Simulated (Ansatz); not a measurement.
## What a change of settings does: Cr (bcc type)

First run: DFT, PBE, all-electron LAPW, scalar-relativistic (Ansatz 0.2.0).

Command: `ansatz run input.yaml --threads 1 --pin off --max-ram 2048MiB --backend cpu --events-out ev --progress --plain --runs-dir out` It took 13 s on 1 thread of Arm Neoverse V2, with other jobs on the host, peak memory 0.38 GiB.

```yaml
crystal:
  lattice:
    - [-1.2337361836, 1.2337361836, 1.2337361836]
    - [1.2337361836, -1.2337361836, 1.2337361836]
    - [1.2337361836, 1.2337361836, -1.2337361836]
  atoms:
    - { symbol: Cr, position: [0.0, 0.0, 0.0] }
kpoints:
  mp_grid: { grid: [21, 21, 21] }
scf:
  occupations: { method: fermi_dirac, width: 0.08 }
hamiltonian:
  xc: pbe
  pseudopotentials: { kind: all_electron, lapw: { basis_error: 0.001 } }
output:
  forces: true
  stress: true
  eigenvalues: true
  populations: true
```

The base cell comes from a relaxation on PAW files under the same functional, and the cell shown is scaled from it.

This run: volume at 0.65 of the series' base cell.

It converges in 6 SCF iterations at a pressure of 265.6 GPa.

A second input differs as follows:

```diff
 kpoints:
-  mp_grid: { grid: [21, 21, 21] }
+  mp_gri: { grid: [21, 21, 21] }
 scf:
   occupations: { method: fermi_dirac, width: 0.08 }
+  max_iter: 50
 hamiltonian:
```

**Question.** What is wrong with it, and what does the program do?

**Answer.** The change was made to test a misspelt key. The run is refused before any iteration. The log ends:
```
Error: YAML parse error: error: line 9 column 3: unknown field `mp_gri`, expected one of mp_grid, list, band_path, initial_grid, further_shifts
  --> <input>:9:3
   |
 7 |     - { symbol: Cr, position: [0.0, 0.0, 0.0] }
 8 | kpoints:
 9 |   mp_gri: { grid: [21, 21, 21] }
   |   ^ unknown field `mp_gri`, expected one of mp_grid, list, band_path, initial_grid, further_shifts
10 | scf:
11 |   occupations: { method: fermi_dirac, width: 0.08 }
   |
```
